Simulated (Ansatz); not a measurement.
One crystal and one scan (energy over volume and axial ratio) at two levels, r2SCAN (plane waves to 500 eV, PAW, scalar-relativistic; Ansatz, a first-principles code) and PBE (plane waves to 420 eV, PAW, scalar-relativistic; Ansatz), each from its own relaxed cell and on its own mesh. The cell shown is that of r2SCAN.

WSi₂ (MoSi2 type, space group I4/mmm)

```xyz
3
Lattice="-1.6058 1.6058 3.9021 1.6058 -1.6058 3.9021 1.6058 1.6058 -3.9021" Properties=species:S:1:pos:R:3 pbc="T T T"
W      0.0000     0.0000     0.0000
Si     0.0000     0.0000     2.6133
Si     0.0000     0.0000     5.1908
```

The relaxed cell is deformed in two ways at once: its volume V is scaled, and at that volume it is stretched along z (the c axis of the conventional cell) so that c/a changes. Fractional atomic positions are held.

The energy includes the smearing's −TS. Spin-orbit coupling is left out, though W is heavy. WSi2 is run without spin polarisation. WSi2 was relaxed with its symmetry unable to fall. As the atoms are clamped, bonds stretch with the cell, which overstates energies and stresses. With partly filled bands, the response to shear is sensitive to the k mesh, so small differences along c/a are uncertain. Percentages come from the unrounded values. Both scans cover V/V₀ from 0.960 to 1.040 and (c/a)/(c/a)₀ from 0.920 to 1.080.

Results of r2SCAN:

```
Quantity                                                                                      Result
--------------------------------------------------------------------------------------------  ------
Lattice constant a (Å)                                                                         3.212
Lattice constant c (Å)                                                                         7.804
Relaxed volume (Å³/atom)                                                                       13.42
Modulus against c/a change at fixed volume, (3/4V)·∂²E/∂(ln c/a)² (fit, atoms clamped) (GPa)     224
```

Task: Estimate the PBE values.

Result: 
```json
[
 {"quantity": "Lattice constant a (Å)", "PBE": "3.229", "r2SCAN − PBE": "-0.017 (-0.5 %)"},
 {"quantity": "Lattice constant c (Å)", "PBE": "7.867", "r2SCAN − PBE": "-0.063 (-0.8 %)"},
 {"quantity": "Relaxed volume (Å³/atom)", "PBE": "13.67", "r2SCAN − PBE": "-0.25 (-1.9 %)"},
 {"quantity": "Modulus against c/a change at fixed volume, (3/4V)·∂²E/∂(ln c/a)² (fit, atoms clamped) (GPa)", "PBE": "203", "r2SCAN − PBE": "+21 (+11 %)"}
]
```

r2SCAN gives the higher value for: modulus against c/a change at fixed volume. r2SCAN gives the lower value for: lattice constant a; lattice constant c; relaxed volume.

(Under strain, the slope of the energy per volume gives the stress and its curvature an elastic modulus.)
